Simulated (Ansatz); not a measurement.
A crystal relaxed with r2SCAN in the plane-wave code Ansatz has space group I-42m (No. 121) and a = 5.006 Å, c = 10.597 Å.

```csv
atom,site,x,y,z
Cu,4d,0.0000,0.5000,0.2500
Be,2a,0.0000,0.0000,0.0000
Xx,2b,0.5000,0.5000,0.0000
S,8i,0.7507,0.7507,0.1158
```

With r2SCAN the valence top lies at Γ and the conduction bottom at M, 1.86 eV higher; the smallest vertical gap, at Γ, is 2.00 eV. A second conduction valley, at X, lies only 35 meV higher, so their order isn't settled. The HSE06 gap is indirect, 2.71 eV (Γ to M), below the direct gap of 2.84 eV at Γ. A second conduction valley, at X, lies only 25 meV higher, so their order isn't settled. The PBE gap is indirect, 1.56 eV (Γ to M), below the direct gap of 1.62 eV at Γ. A second conduction valley, at X, lies only 4 meV higher, so their order isn't settled. Meshes: r2SCAN 8×8×8, HSE06 4×4×4, PBE 8×8×8. r2SCAN's ε∞ is 6.3 along x and y, 7.1 along z.

Problem. Which element is Xx?
A. Ge
B. C
C. Si
D. Sn

Solution. C. Xx is Si: Cu₂BeSiS₄ (stannite). Around Cu lie 4 S at 2.27 Å; around Be lie 4 S at 2.15 Å; around Si lie 4 S at 2.16 Å; around S lie 1 Be at 2.15 Å and 1 Si at 2.16 Å and 2 Cu at 2.27 Å.

(Calculated; spin-unpolarised; the phase may be known or hypothetical.)

The meshes of the hybrids are coarse, so their gaps aren't converged to the digits shown.
